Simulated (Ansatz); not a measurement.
This Ansatz input for BiS (NiAs-type structure) was spoiled on purpose:

```yaml
crystal:
  lattice:
    - [2.25067036, 0.0, 0.0]
    - [-1.12533518, 1.94913771, 0.0]
    - [0.0, 0.0, 3.6712687]
  atoms:
    - { symbol: Bi, position: [0.0, 0.0, 0.0] }
    - { symbol: Bi, position: [0.0, 0.0, 0.5] }
    - { symbol: S, position: [0.3333333333333, 0.6666666666667, 0.25] }
    - { symbol: S, position: [0.6666666666667, 0.3333333333333, 0.75] }
basis:
  ecutwfc: 420
  ecutrho_ratio: 4
kpoints:
  mp_grid: { grid: [10, 10, 6] }
hamiltonian:
  xc: pbe
scf:
  occupations: { method: gaussian, width: 0.05 }
  max_iter: 80
output:
  forces: true
  stress: true
```

Launched as:
```sh
ansatz run input.yaml --threads 2 --pin off --max-ram 2662MiB --backend cpu --events-out ev --progress --plain --runs-dir out
```

What the program printed:

SCF trace (energy estimate counted from the last row):
```
iteration   ΔE (eV)  density residual (eV)
        1   -24.963                 9.83e1
        2   -12.158                 3.16e1
        3     0.036                5.03e-2
        4   1.1e-03                5.98e-3
        5  -1.3e-04                3.30e-4
        6  -4.1e-05                2.52e-5
        7     0.000                4.57e-7
        8     0.000                7.25e-8
```

```
SCF 1 converged in 8 iterations: F = -26286.637325 eV  dr2 = 7.25e-8
SCF converged after 8 iterations
Free energy (F): -26286.637325 eV
E sigma→0 (E₀):  -26286.636530 eV
Entropy (-TS):   -0.001590 eV (-0.397 meV/atom)
Fermi energy:    75.321419 eV
--- Forces (eV/Å), atoms counted from 1 ---
  atom   1  Bi     0.00000000     0.00000000     0.00000000
  atom   2  Bi     0.00000000     0.00000000     0.00000000
  atom   3  S      0.00000000     0.00000000     0.00000000
  atom   4  S      0.00000000     0.00000000     0.00000000
--- Stress (GPa, compression-positive) ---
     5187.414872       0.000000       0.000000
        0.000000    5187.414872       0.000000
        0.000000       0.000000    6573.277727
  P = ⅓ Tr σ = 5649.3692 GPa (56493.692 kbar)
```

Question: What is wrong with it?

Answer: A lattice far too small. Against the sound input: crystal.lattice: [[2.25067036, 0.0, 0.0], [-1.12533518, 1.94913771, 0.0], [0.0, 0.0, 3.6712687]] (the cap on iterations is only a precaution).

The run converged all the same; its pressure of 5649 GPa shows the fault against the sound run's. Its energy lies 77689 meV/atom from the sound one. Run time: 2 s on 2 threads of Arm Neoverse V2, with other jobs on the host, peak memory 0.29 GiB. The run before the change (PBE, 420 eV, 10×10×6 mesh) gave:

```tsv
run	P (GPa)	gap on the mesh (eV)	cell moment (μB)	largest force component (eV/Å)
sound	0.0	metal	–	0.000
spoiled	5649.4	metal	–	0.000
```

The cell came from substitution into a structure type; no database entry of this phase was matched, which doesn't show that none exists.
